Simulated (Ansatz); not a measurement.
The cell below belongs to a search over invented structures; it isn't taken from experiment.

Input and command of a plane-wave DFT calculation in Ansatz:

```yaml
crystal:
  lattice:
    - [-0.0011155778, 0.0499514303, -5.5050402696]
    - [-0.0255607651, 5.8580156238, -0.0550789743]
    - [5.3362597722, -2.9511795451, 0.0286064851]
  atoms:
    - { symbol: Mg, position: [0.9839326209, 0.1661496208, 0.9960878381] }
    - { symbol: Mg, position: [0.4754795861, 0.8492928636, 0.9640967893] }
    - { symbol: Cd, position: [0.503008914, 0.1639070003, 0.6693151938] }
    - { symbol: Cd, position: [0.4939903423, 0.4893414896, 0.3603513191] }
    - { symbol: Cd, position: [0.0017362963, 0.8462905094, 0.3358228356] }
    - { symbol: Cd, position: [0.0051777872, 0.5211997362, 0.6687613827] }
    - { symbol: O, position: [0.1138281083, 0.180265442, 0.7020125219] }
    - { symbol: O, position: [0.1000217945, 0.4706455991, 0.3121151804] }
    - { symbol: O, position: [0.6411454589, 0.1031364857, 0.9867392355] }
    - { symbol: O, position: [0.5857410204, 0.5443194848, 0.6869842153] }
    - { symbol: O, position: [0.6382419705, 0.8053630143, 0.3122715805] }
    - { symbol: O, position: [0.1376961007, 0.8600887542, 1.0054419078] }
basis:
  ecutwfc: 420
kpoints:
  mp_grid: { grid: [4, 4, 4] }
hamiltonian:
  xc: pbe
scf:
  occupations: { method: gaussian, width: 0.1 }
  lower_state_search: "off"
output:
  forces: true
  stress: true
  eigenvalues: true
relax:
  adjacent_minimum: "off"
  f_tol: 0.025
  max_steps: 60
  cell: { stress_tol: 0.25 }
```

```bash
ansatz run input.yaml --threads 1 --pin off --max-ram 2560MiB --backend cpu --events-out ev --progress --plain --runs-dir out
```

Processor: Intel(R) Xeon(R) Processor @ 2.50GHz (Skylake/Cascade Lake), 1 thread, on a host shared with other jobs.

How long does it run, and how much memory does it take?

About 9.7 min, peak memory 0.69 GiB. It solves 82 bands at 36 k points (after reduction by symmetry) with about 3529 plane waves (on the last cell), in 57 SCF iterations over 8 ionic steps.
